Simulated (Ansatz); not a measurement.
Relaxed candidate structures of W₂C:

A. Pbcn (No. 60), oP12; a = 4.710 Å, b = 6.045 Å, c = 5.184 Å, α = 90.00°, β = 90.00°, γ = 90.00°; W 8d (0.244, 0.123, 0.081); C 4c (0.000, 0.378, 0.250)

B. P-3m1 (No. 164), hP3, AFLOW prototype AB2_hP3_164_a_d (C6, as in CdI2); a = b = 3.034 Å, c = 4.644 Å, α = β = 90.00°, γ = 120.00°; C 1a (0.000, 0.000, 0.000); W 2d (0.333, 0.667, 0.254)

C. Fm-3m (No. 225), cF12, AFLOW prototype AB2_cF12_225_a_c (C1, as in CaF2); a = b = c = 5.339 Å, α = β = γ = 90.00°; C 4a (0.000, 0.000, 0.000); W 8c (0.250, 0.250, 0.250)

D. P4/mmm (No. 123), tP3; a = 2.971 Å, b = 2.971 Å, c = 4.224 Å, α = 90.00°, β = 90.00°, γ = 90.00°; C 1d (0.500, 0.500, 0.500); W 1b (0.000, 0.000, 0.500); W 1c (0.500, 0.500, 0.000)

E. R-3m, hexagonal axes (No. 166), hR3; a = b = 2.948 Å, c = 14.608 Å, α = β = 90.00°, γ = 120.00°; C 3b (0.000, 0.000, 0.500); W 6c (0.000, 0.000, 0.253)

Put the candidates in order of energy per atom, lowest first, for PBEsol (plane waves to 420 eV, PAW, scalar-relativistic; Ansatz, an electronic-structure program).

A (reference), E (+0.05 eV/atom), B (+0.07 eV/atom), D (+0.21 eV/atom), C (+1.11 eV/atom)

Each run could gain symmetry but not lose that of its start, so entries can be saddle points. From databases, or of a type measured for this composition: Pbcn, oP12; the others are generated cells (placed on structure types, drawn at random, substituted or restacked) that were not matched to a known phase here. The real structure of this composition may not be among these. Static energies at zero pressure. No spin polarisation in the result.
